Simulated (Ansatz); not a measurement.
**Convergence of GaCu3 with the k-point mesh**

All numbers below come from DFT r2SCAN, scalar-relativistic, plane waves, PAW in Ansatz 0.2.0.

```
Ga Cu
1.0
     3.64539    0.00000    0.00000
     0.00000    3.64539    0.00000
     0.00000    0.00000    3.64539
Ga Cu
1 3
Direct
  0.00000 0.00000 0.00000
  0.50000 0.00000 0.50000
  0.50000 0.50000 0.00000
  0.00000 0.50000 0.50000
```

| Item | Value |
| --- | --- |
| plane-wave cutoff | 500 eV |
| occupation rule | Gaussian smearing, 0.1 eV |
| spin treatment | unpolarised |

The atoms are held and the k-point mesh is swept. Energies are extrapolated to zero smearing and count from the reference run, 16×16×16. The cell isn't necessarily relaxed at this level. The meshes are Γ-centred. Pressure is positive in compression.

Tried: 1×1×1, 2×2×2, 4×4×4, 6×6×6, 8×8×8, 10×10×10, 12×12×12, 14×14×14, 16×16×16. From which k-point mesh on does the energy per atom stay within 100, 10 and 1 meV of the reference?

4×4×4 for 100 meV, 4×4×4 for 10 meV, 12×12×12 for 1 meV. The reference itself isn't shown to be converged.

```
    mesh  ΔE (meV/atom) P (GPa) irreducible points
   1×1×1           2084    19.46                   1
   2×2×2           -225    -1.93                   4
   4×4×4           1.43     0.38                  10
   6×6×6          -2.44     0.30                  20
   8×8×8          -0.17     0.26                  35
10×10×10          -1.85     0.37                  56
12×12×12           0.08     0.30                  84
14×14×14          -0.46     0.35                 120
16×16×16           0.00     0.33                 165
```